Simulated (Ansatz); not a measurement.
PtSe₂:
```yaml
crystal:
  lattice:
    - [3.74828, 0.00000, 0.00000]
    - [-1.87414, 3.24610, 0.00000]
    - [0.00000, 0.00000, 32.00000]
  atoms:
    - { symbol: Se, position: [0.66667, 0.33333, 0.54088] }
    - { symbol: Pt, position: [0.00000, 0.00000, 0.50000] }
    - { symbol: Se, position: [0.33333, 0.66667, 0.45912] }
```
The layer is periodic in x and y and isolated along z.

Relaxed with PBE. Special points in fractions of this cell's reciprocal vectors: Γ (0.000, 0.000, 0.000); M (0.500, 0.000, 0.000); K (0.333, 0.333, 0.000).

Question: List the band energies nearest the valence-band maximum at these points for plane-wave PAW PBE with spin–orbit coupling (Ansatz code).

Answer: In eV from the valence-band maximum; about four levels below and three above (degenerate sets whole), none deeper than 8.9 eV; points with the same levels are listed once.

```csv
k,below,above
Γ,-0.35 -0.35 0.00 0.00,2.72 2.72 2.78 2.78
M,-1.82 -1.82 -1.47 -1.47,2.21 2.21 2.52 2.52
K,-1.19 -1.19 -1.02 -1.02,1.63 1.63 1.63 1.63
```

Space group P-3m1 (1T). A layer that has been made, often on a substrate. The cell was relaxed with PBE under the symmetry of its start; its stability against distortions is not shown here. The run is not spin-polarised.

Potentials: the later of the program's two PAW sets.
